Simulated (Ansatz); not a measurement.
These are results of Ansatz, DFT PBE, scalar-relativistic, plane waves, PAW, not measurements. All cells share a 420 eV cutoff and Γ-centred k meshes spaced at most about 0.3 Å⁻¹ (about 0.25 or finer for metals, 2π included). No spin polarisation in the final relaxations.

All energies are static (0 K, no zero-point motion).

Two relaxed structures of LiBPt:

1.

```
CELL_PARAMETERS angstrom
3.47891 0.00000 0.00000
-1.73945 3.01282 0.00000
0.00000 0.00000 4.58452
ATOMIC_POSITIONS crystal
Li 0.33333 0.66667 0.00000
B 0.33333 0.66667 0.50000
Pt 0.00000 0.00000 0.50000
```

2.

```
CELL_PARAMETERS angstrom
3.55820 0.00000 0.00000
0.00000 3.55820 0.00000
0.00000 0.00000 4.01090
ATOMIC_POSITIONS crystal
Li 0.00000 0.00000 0.00000
B 0.50000 0.50000 0.50000
Pt 0.50000 0.50000 0.00000
```

Problem. Which would you expect to be lower, and how large is the difference?

Solution. Cell 1 is lower, by 0.44 eV/atom. Cell 1 has space group P-6m2 (No. 187), 16.0 Å³/atom and no gap on its mesh; cell 2 has space group P4/mmm (No. 123), 16.9 Å³/atom and no gap. Counting B atoms around Li and Pt (those within 1.25 times the shortest such distance or 1.15 times the sum of covalent radii; the shortest distance is added where it is long for a bond), cell 1 has Li 2, Pt 3 and cell 2 has Li 8 from 3.2 Å, Pt 2. The denser one is the lower, and pressure would at first widen the difference. In cell 1, around Li lie 2 B at 2.29 Å; B has 3 Pt at 2.01 Å and 2 Li at 2.29 Å; around Pt lie 3 B at 2.01 Å. In cell 2, Li is surrounded by 4 Pt at 2.52 Å; around B lie 2 Pt at 2.01 Å; Pt has 2 B at 2.01 Å and 4 Li at 2.52 Å. Both come from invented guesses. A third cell relaxed alike, in P-6m2, lies 122 meV/atom below the lower of the two.

These runs have no spin–orbit coupling, which can matter for Pt. Cells relaxed within their symmetry can be saddle points.
